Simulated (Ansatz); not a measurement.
## CaIr$_{2}$ (Fd-3m): electronic heat capacity and spin susceptibility from the density of states

All numbers below come from DFT PBEsol, scalar-relativistic, plane waves, PAW in Ansatz.

Plane waves to 420 eV, a k mesh through Γ of 8×8×8 on the computed 6-atom cell and Gaussian smearing (0.10 eV); no spin polarisation.

Relaxed cell: Fd-3m, a = 7.485 Å, b = 7.485 Å, c = 7.485 Å, α = 90.00°, β = 90.00°, γ = 90.00°, 6 atoms in the primitive cell. Whether it is the stable form of this composition wasn't checked.

The density of states at the Fermi level is 7.711 states/eV in the cell of 6 atoms (2 formula units; both spins, tetrahedra on a 12×12×12 mesh).

Task: What Sommerfeld coefficient and Pauli susceptibility does this give?

Result: Per formula unit N(E_F) = 3.856 states/eV. γ = (π²/3) k_B² N(E_F) N_A = 2.357 mJ/(mol K²) per state/eV, so γ = 9.1 mJ/(mol K²), a mole of formula units. χ_P = μ_B² N(E_F) N_A = 3.23×10⁻⁵ emu/mol per state/eV gives 12.5×10⁻⁵ emu/mol. This is the bare band result: a measured γ of the same phase is as a rule larger by a factor 1 + λ from phonons and spin fluctuations, the spin part of χ is larger by the Stoner factor, and a measured χ also holds orbital and core terms. N(E_F) at one energy is sensitive to the mesh where the density of states has sharp peaks.

Spin-orbit coupling is left out, which matters for the bands of heavy elements.

Cost: 1 run of about 0.71 core-minutes, on Intel Xeon 6975P-C (Granite Rapids) (shared hosts).